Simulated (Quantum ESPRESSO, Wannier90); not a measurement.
# Wannier functions of TaS2 (CdI2 type)

```
CELL_PARAMETERS angstrom
      3.38286     0.00000     0.00000
     -1.69143     2.92964     0.00000
      0.00000     0.00000     6.16798
ATOMIC_POSITIONS crystal
  Ta 0.00000 0.00000 0.00000
  S  0.66667 0.33333 0.75428
  S  0.33333 0.66667 0.24572
```

Structure: Materials Project mp-1690, symmetrised, not relaxed again. COD (Crystallography Open Database) has the formula in 4 space groups, this one among them (matched by group alone). Method: PBEsol plane waves in Quantum ESPRESSO 7.5 (PseudoDojo norm-conserving files, 47 Ry, no spin polarisation, no spin-orbit coupling), Bloch states on a 12×12×6 mesh through Γ, Wannier90 4.0.1. Density: 12×12×6 mesh, cold smearing 0.01 Ry. The cell is built of weakly bound layers, chains or molecules, whose nearest atoms lie 3.70 Å apart. Database cells relaxed without dispersion often hold them too far apart, which can enlarge gaps and weakens couplings between them; spacing and stacking were not compared with the measured crystal. Spin-orbit coupling is left out although heavy elements are present.

Base run: 11 functions from bands 7-27 of the 27 computed, start hydrogen-like Ta: d; S: p, frozen window up to 1.50 eV relative to the Fermi level, outer window open. One thing is changed at a time; window edges are relative to the Fermi level. The misfit compares interpolated bands with pw.x on a high-symmetry path, for states up to 1.0 eV relative to the Fermi level. Converged means that the tolerances were met: symmetric starts can stop on a saddle, which shows as a larger Ω_OD at equal Ω_I and can move the misfit too.

```json
[
 {"setting": "base", "functions": "11", "frozen to (eV)": "1.50", "Ω_I (Å²)": "18.43", "Ω_D (Å²)": "0.01", "Ω_OD (Å²)": "0.83", "rms misfit (meV)": "0.7", "worst (meV)": "7.8", "ended": "converged"},
 {"setting": "frozen window to 0.50 eV", "functions": "11", "frozen to (eV)": "0.50", "Ω_I (Å²)": "17.87", "Ω_D (Å²)": "0.01", "Ω_OD (Å²)": "0.73", "rms misfit (meV)": "19", "worst (meV)": "201", "ended": "converged"},
 {"setting": "frozen window to 5.50 eV", "functions": "11", "frozen to (eV)": "5.50", "Ω_I (Å²)": "–", "Ω_D (Å²)": "–", "Ω_OD (Å²)": "–", "rms misfit (meV)": "–", "worst (meV)": "–", "ended": "stops: too many frozen states"},
 {"setting": "frozen window to 1.00 eV", "functions": "11", "frozen to (eV)": "1.00", "Ω_I (Å²)": "18.15", "Ω_D (Å²)": "0.01", "Ω_OD (Å²)": "0.78", "rms misfit (meV)": "1.9", "worst (meV)": "28", "ended": "converged"},
 {"setting": "frozen window to 5.87 eV", "functions": "11", "frozen to (eV)": "5.87", "Ω_I (Å²)": "–", "Ω_D (Å²)": "–", "Ω_OD (Å²)": "–", "rms misfit (meV)": "–", "worst (meV)": "–", "ended": "stops: too many frozen states"}
]
```

Runs of this sweep that didn't settle are not listed.
